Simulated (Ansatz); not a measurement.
The slice is one period of a {110} plane through atoms; its size isn't given.

Computed with PBE (plane waves to 420 eV, PAW, scalar-relativistic; Ansatz, a quantum-chemistry and plane-wave program). Near the nuclei the fields are pseudised (PAW); where an atom keeps semicore shells as valence, they peak there.

```
|++++=-::..    ..::-=+++|
|++++=-::..    ..::-=+++|
|+++=--:..      ..:--=++|
|===--::..      ..::--==|
|----::..        ..::---|
|-::::..          ..::::|
|:::...            ...::|
|:::...            ...::|
|--::..            ..::-|
|===-:..          ..:-==|
|**+==:..        ..:==+*|
|##**+=:.        .:=+**#|
|%%%#*=-:.      .:-=*#%%|
|@@%%*+=:.      .:=+*%%@|
|@@@%#*=-..    ..-=*#%@@|
|@@@%#*=-..    ..-=*#%@@|
|@@@%#*=-..    ..-=*#%@@|
|@@%%*+=:.      .:=+*%%@|
|%%%#*=-:.      .:-=*#%%|
|##**+=:.        .:=+**#|
|**+==:..        ..:==+*|
|===-:..          ..:-==|
|--::..            ..::-|
|:::...            ...::|
|:::...            ...::|
|-::::..          ..::::|
|----::..        ..::---|
|===--::..      ..::--==|
|+++=--:..      ..:--=++|
|++++=-::..    ..::-=+++|
|++++=-::..    ..::-=+++|
|++++=--:..    ..:--=+++|
```
Scale: ten equal steps from -0.89 (start of ' ') to 1.55 (end of '@'), in the order ' .:-=+*#%@'. Values: log₁₀ of the valence density in e/Å³. The map has 23 points along u (one character each, u = 0 at the left) and 32 along v (v = 0 in the bottom row). The scale is logarithmic, as a density can span decades between atoms and voids.

```
|xxxxxxxx@@@@%%##==::..    ..::==##%%@@@@xxxxxx|
|xxxxxx%%@@@@%%**==::..    ..::==**%%@@@@%%xxxx|
|xxxx%%@@@@@@##**==::........::==**##@@@@@@%%xx|
|@@@@@@@@@@%%##++--::........::--++##%%@@@@@@@@|
|@@@@@@%%%%##++==::::........::::==++##%%%%@@@@|
|######**++++==--::............::--==++++**####|
|------::::::::....................::::::::----|
|                ................              |
|..                  ........                  |
|====--::..          ........          ..::--==|
|######++==::          ....          ::==++####|
|@@@@@@%%**==..        ....        ..==**%%@@@@|
|xxxx@@@@%%**--..                ..--**%%@@@@xx|
|xxxxxx@@@@##==..                ..==##@@@@xxxx|
|xxxxxxxx@@%%++::                ::++%%@@xxxxxx|
|xxxxxxxx@@%%++::                ::++%%@@xxxxxx|
|xxxxxxxx@@%%++::                ::++%%@@xxxxxx|
|xxxxxx@@@@##==..                ..==##@@@@xxxx|
|xxxx@@@@%%**--..                ..--**%%@@@@xx|
|@@@@@@%%**==..        ....        ..==**%%@@@@|
|######++==::          ....          ::==++####|
|====--::..          ........          ..::--==|
|..                  ........                  |
|                ................              |
|------::::::::....................::::::::----|
|######**++++==--::............::--==++++**####|
|@@@@@@%%%%##++==::::........::::==++##%%%%@@@@|
|@@@@@@@@@@%%##++--::........::--++##%%@@@@@@@@|
|xxxx%%@@@@@@##**==::........::==**##@@@@@@%%xx|
|xxxxxx%%@@@@%%**==::..    ..::==**%%@@@@%%xxxx|
|xxxxxxxx@@@@%%##==::..    ..::==##%%@@@@xxxxxx|
|xxxxxxxx@@@@%%##==::..    ..::==##%%@@@@xxxxxx|
```
Scale: ten equal steps from 0.11 (start of ' ') to 0.84 (end of '@'), in the order ' .:-=+*#%@'. Values: electron localisation function (ELF). The map has 23 points along u (two characters each, u = 0 at the left) and 32 along v (v = 0 in the bottom row). Points within 0.5 Å of a nucleus are blanked (x), as the pseudised field means little there.

**Question.** Which relaxed crystal do these maps come from?
(A) HfN (rock salt)
(B) PbSe (rock salt)
(C) NbN (rock salt)
(D) TiC (rock salt)

**Answer.** A, HfN (rock salt). Atoms on the slice: N at (0.00, 0.00); Hf at (0.00, 0.50)

All were relaxed with their symmetry unable to fall. HfN is run without spin polarisation. NbN is run without spin polarisation. Spin-orbit coupling is left out. This is a high-temperature form of NbN. TiC is run without spin polarisation.
